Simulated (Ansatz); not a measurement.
# Relaxing a structure of B

The relaxed structure here is a generated cell of B: the first start was made by placing the elements on the sites of a structure type, and the end was not matched to a known phase here, so it may be hypothetical.

The start is a generated cell, B placed in the A7 structure type. The cell and all atomic positions are relaxed at zero pressure with r2SCAN (plane waves to 500 eV, PAW, scalar-relativistic; Ansatz, a quantum-chemistry and plane-wave program). First-step values are on the input's coarse k-mesh.

Ansatz input (later rounds restart from its end on a renewed k-mesh):
Ansatz 0.2 input:
```yaml
crystal:
  lattice:
    - [1.2549692, 0.7245568, 2.327187]
    - [-1.2549692, 0.7245568, 2.327187]
    - [0, -1.4491136, 2.327187]
  atoms:
    - { symbol: B, position: [0.22754, 0.22754, 0.22754] }
    - { symbol: B, position: [0.77246, 0.77246, 0.77246] }
basis: { ecutwfc: 500, ecutrho_ratio: 4, xc_grid: 4, fft_grid_basis: typed }
kpoints: { mp_grid: { grid: [11, 11, 11] } }
hamiltonian:
  xc: r2scan
  dispersion: none
  pseudopotentials: { azcp: { folder: ./paw }, kind: paw }
scf: { occupations: { method: fermi_dirac, width: 0.05 } }
relax: { f_tol: 0.01, max_steps: 100, cell: { stress_tol: 0.02 } }
output: { forces: true, stress: true }
```

```yaml
initial_pressure: "+32 GPa (positive: the cell is compressed)"
largest_initial_force: about 2.7 eV/Å, on B1, B2 (atoms numbered as listed)
outcome: The space group goes from R-3m (No. 166) to Pm-3m (No. 221); the end is AFLOW prototype A_cP1_221_a (A_h), with 1 atom in the primitive cell
energy_released: 0.24 to 0.25 eV/atom (the two k-meshes of the run give this range)
Shortest distances (start → end): "The closest pairs of elements (up to four, under 3.6 Å), start → end: B–B 1.68 → 1.89 Å"
band_gap_at_the_end: zero (metallic)
optimiser_moves: 20
```

Final structure:

```cif
data_B
_chemical_formula_sum 'B1'
_space_group_name_H-M_alt 'Pm-3m'
_space_group_IT_number 221
_space_group_name_Hall '-P 4 2 3'
_cell_length_a 1.88598
_cell_length_b 1.88598
_cell_length_c 1.88598
_cell_angle_alpha 90.000
_cell_angle_beta 90.000
_cell_angle_gamma 90.000
loop_
_atom_site_label
_atom_site_type_symbol
_atom_site_symmetry_multiplicity
_atom_site_Wyckoff_symbol
_atom_site_fract_x
_atom_site_fract_y
_atom_site_fract_z
_atom_site_occupancy
B1 B 1 b 0.50000 0.50000 0.50000 1
```

Final values are on a 24×24×24 k-mesh of the relaxed cell. No spin polarisation in the result. The relaxed primitive cell holds an odd number of electrons. A magnetic state may lie lower.

The run could not lose the symmetry of its start: the end is stationary, and may be a saddle point rather than a minimum.
